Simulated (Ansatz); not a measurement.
The relaxed structure here is a generated cell of BAs: the first start was made by placing the elements on the sites of a structure type, and the end was not matched to a known phase here, so it may be hypothetical. Known forms of BAs include space group No. 216.

A relaxed structure of BAs. Space group Pnma (No. 62). Calculation: PBEsol (plane waves to 420 eV, PAW, scalar-relativistic; Ansatz, an electronic-structure program).

Space group Pnma (No. 62); a = 6.586 Å, b = 3.405 Å, c = 5.666 Å, α = 90.00°, β = 90.00°, γ = 90.00°

```json
[
 {"atom": "B", "site": "4c", "symmetry": ".m.", "x": "0.3399", "y": "0.2500", "z": "0.0992"},
 {"atom": "As", "site": "4c", "symmetry": ".m.", "x": "0.1633", "y": "0.2500", "z": "0.3913"}
]
```

For BAs, the volume per atom comes out as 15.88 Å³. The density comes out as 4.48 g/cm³, the band gap is 0.36 eV, indirect (valence top at Γ, conduction bottom at U) (no spin-orbit coupling) and the smallest direct gap comes out as 1.05 eV at Γ. The shortest distances is As–B 2.02 Å; B–B 2.93 Å; As–As 3.01 Å and the k-mesh is 5×10×6.

Band energies at high-symmetry points (eV from the VBM; labels of this space group; no spin-orbit coupling), from −5 eV up to 3.2 eV:

```
point                                                                         energies
-----  -------------------------------------------------------------------------------
Γ                         -4.39 -2.77 -2.23 -1.10 -1.02 -0.87 0.00 1.05 1.35 1.48 2.89
X                  -3.88 -3.88 -3.14 -3.14 -2.34 -2.34 -0.85 -0.85 1.01 1.01 2.34 2.34
S                                          -3.03 -3.03 -3.03 -3.03 2.55 2.55 2.55 2.55
Y                              -4.12 -4.12 -4.00 -4.00 -2.82 -2.82 1.23 1.23 3.16 3.16
Z      -4.25 -4.25 -3.71 -3.71 -3.66 -3.66 -2.51 -2.51 -1.37 -1.37 1.13 1.13 2.00 2.00
U                  -3.67 -3.67 -3.37 -3.37 -1.63 -1.63 -1.48 -1.48 0.36 0.36 2.75 2.75
R                  -4.00 -4.00 -4.00 -4.00 -3.33 -3.33 -3.33 -3.33 2.34 2.34 2.34 2.34
T                                          -2.43 -2.43 -1.49 -1.49 1.78 1.78 2.75 2.75
```

No spin polarisation in the result.

The run could not lose the symmetry of its start, so the end can be a saddle point.
